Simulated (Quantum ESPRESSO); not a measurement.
## Band energies of CaSe

```xyz
2
Lattice="0.0000 2.9334 2.9334 2.9334 0.0000 2.9334 2.9334 2.9334 0.0000" Properties=species:S:1:pos:R:3 pbc="T T T"
Ca     0.0000     0.0000     0.0000
Se     2.9334     2.9334     2.9334
```

norm-conserving PBE (Quantum ESPRESSO, 86 Ry, scalar-relativistic); path ΓXWKΓLUWLK,UX; energies in eV from the valence-band maximum.

| k (1/Å) | point | band 9 | band 10 | band 11 | band 12 | band 13 | band 14 | band 15 | band 16 |
|---|---|---|---|---|---|---|---|---|---|
| 0.00 | Γ | -20.70 | -11.89 | 0.00 | 0.00 | 0.00 | 3.48 | 3.70 | 3.70 |
| 0.54 |  | -20.71 | -11.50 | -2.17 | -0.63 | -0.63 | 2.69 | 4.58 | 4.66 |
| 1.07 | X | -20.73 | -11.28 | -2.58 | -0.96 | -0.96 | 1.97 | 5.08 | 5.17 |
| 1.61 | W | -20.74 | -11.18 | -2.03 | -2.03 | -1.72 | 4.42 | 4.42 | 5.32 |
| 1.73 |  | -20.73 | -11.19 | -2.19 | -2.01 | -1.54 | 3.87 | 4.96 | 5.40 |
| 1.99 | K | -20.72 | -11.20 | -2.31 | -2.10 | -1.15 | 3.26 | 5.76 | 5.78 |
| 2.29 |  | -20.71 | -11.21 | -2.73 | -1.72 | -1.22 | 5.00 | 5.05 | 5.08 |
| 2.91 |  | -20.70 | -11.81 | -0.65 | -0.23 | -0.17 | 3.75 | 3.80 | 3.83 |
| 3.12 | Γ | -20.70 | -11.89 | 0.00 | 0.00 | 0.00 | 3.48 | 3.70 | 3.70 |
| 3.43 |  | -20.70 | -11.72 | -1.21 | -0.41 | -0.41 | 3.66 | 4.07 | 4.07 |
| 3.95 |  | -20.70 | -11.17 | -3.30 | -1.22 | -1.22 | 4.43 | 5.47 | 5.47 |
| 4.05 | L | -20.70 | -11.15 | -3.37 | -1.24 | -1.24 | 4.56 | 5.54 | 5.56 |
| 4.49 |  | -20.72 | -11.17 | -2.76 | -1.84 | -1.21 | 4.00 | 5.34 | 5.60 |
| 4.70 | U | -20.72 | -11.20 | -2.31 | -2.10 | -1.15 | 3.26 | 5.76 | 5.78 |
| 5.08 | W | -20.74 | -11.18 | -2.03 | -2.03 | -1.72 | 4.42 | 4.42 | 5.32 |
| 5.56 |  | -20.71 | -11.16 | -3.10 | -1.52 | -1.25 | 4.54 | 5.05 | 5.70 |
| 5.84 | L | -20.70 | -11.15 | -3.37 | -1.24 | -1.24 | 4.56 | 5.54 | 5.56 |
| 6.00 |  | -20.71 | -11.15 | -3.28 | -1.35 | -1.24 | 4.55 | 5.39 | 5.55 |
| 6.41 |  | -20.72 | -11.18 | -2.41 | -2.10 | -1.18 | 3.53 | 5.60 | 5.70 |
| 6.50 | K | -20.72 | -11.20 | -2.31 | -2.10 | -1.15 | 3.26 | 5.76 | 5.78 |
| 6.50 | U | -20.72 | -11.20 | -2.31 | -2.10 | -1.15 | 3.26 | 5.76 | 5.78 |
| 6.87 | X | -20.73 | -11.28 | -2.58 | -0.96 | -0.96 | 1.97 | 5.08 | 5.17 |

The PBE gap is indirect, 1.97 eV, from Γ to X; the smallest direct gap is 2.93 eV.

Spin-orbit splittings are left out.

Geometry relaxed with PBEsol.
